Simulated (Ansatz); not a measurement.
An elastic tensor (GPa, Voigt order, standard axes) from the program Ansatz at the PBEsol level (PAW):

```
74.0  44.5  37.1   0.0   0.0   0.0
44.5  74.0  37.1   0.0   0.0   0.0
37.1  37.1  82.1   0.0   0.0   0.0
 0.0   0.0   0.0  13.2   0.0   0.0
 0.0   0.0   0.0   0.0  13.2   0.0
 0.0   0.0   0.0   0.0   0.0  14.7
```

Problem. Pick the material that matches.
(A) SiC, P6_3mc (Pearson symbol hP16)
(B) BeS, NiAs type
(C) ZnO, P6_3mc (Zn on 2a, Zn on 2b, O on 2a, O on 2b)
(D) CdSe, P6_3mc (Pearson symbol hP12)

Solution. D, CdSe, P6_3mc (Pearson symbol hP12)

A made-up cell: these elements were put on the sites of a structure type. Its sites differ from those of the usual phase in this space group: another stacking or structure type. The PBEsol relaxation kept the symmetry of its start; whether a distortion lowers the energy is not shown.

Potentials: the later of the program's two PAW sets.
